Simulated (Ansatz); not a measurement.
CdS (wurtzite)

```
CELL_PARAMETERS angstrom
      4.19659     0.00000     0.00000
     -2.09830     3.63436     0.00000
      0.00000     0.00000     6.83017
ATOMIC_POSITIONS crystal
  Cd 0.33333 0.66667 0.99917
  Cd 0.66667 0.33333 0.49917
  S  0.33333 0.66667 0.37563
  S  0.66667 0.33333 0.87563
```

The slice is a (0001) plane (indices of the conventional cell) through the point (0.667, 0.333, 0.876) (fractional), spanned by u = [110] and v = [1 -1 0] in vectors of this cell: u (4.20 Å) and v (7.27 Å, at 90° to u). It covers one period; positions are fractions (u, v).

All values below come from PBE (plane waves to 420 eV, PAW, scalar-relativistic; Ansatz, a program for electronic structure). k mesh 9×9×5. Near the nuclei the fields are pseudised (PAW); where an atom keeps semicore shells as valence, they peak there. CdS was relaxed with its symmetry unable to fall. The PAW data are Ansatz's earlier set.

Predict the map of the electrostatic potential energy of an electron, from the cell's mean on the slice.


| v \ u | 0.00 | 0.12 | 0.25 | 0.38 | 0.50 | 0.62 | 0.75 | 0.88 |
|---|---|---|---|---|---|---|---|---|
| 0.93 | x | x | 2.5 | 5.8 | 5.8 | 5.8 | 2.5 | x |
| 0.86 | -1.3 | 1.8 | 5.2 | 6.2 | 6.3 | 6.2 | 5.2 | 1.8 |
| 0.79 | -0.2 | 1.8 | 4.6 | 6.0 | 6.3 | 6.0 | 4.6 | 1.8 |
| 0.71 | x | <-2.0 | 2.8 | 5.4 | 5.7 | 5.4 | 2.8 | <-2.0 |
| 0.64 | x | <-2.0 | 2.0 | 2.0 | -0.6 | 2.0 | 2.0 | <-2.0 |
| 0.57 | <-2.0 | -0.1 | 1.1 | x | x | x | 1.1 | -0.1 |
| 0.50 | 3.7 | 4.1 | -0.6 | x | x | x | -0.6 | 4.1 |
| 0.43 | 5.8 | 5.8 | 2.5 | x | x | x | 2.5 | 5.8 |
| 0.36 | 6.3 | 6.2 | 5.2 | 1.8 | -1.3 | 1.8 | 5.2 | 6.2 |
| 0.29 | 6.3 | 6.0 | 4.6 | 1.8 | -0.2 | 1.8 | 4.6 | 6.0 |
| 0.21 | 5.7 | 5.4 | 2.8 | <-2.0 | x | <-2.0 | 2.8 | 5.4 |
| 0.14 | -0.6 | 2.0 | 2.0 | <-2.0 | x | <-2.0 | 2.0 | 2.0 |
| 0.07 | x | x | 1.1 | -0.1 | <-2.0 | -0.1 | 1.1 | x |
| 0.00 | x | x | -0.6 | 4.1 | 3.7 | 4.1 | -0.6 | x |

Values: electrostatic potential energy of an electron, from the cell's mean, in eV. Points within 1 Å of a nucleus are blanked (x), as the pseudised field means little there. Values under -2 eV are set to -2. The zero, the cell's mean, hangs on the PAW cores.
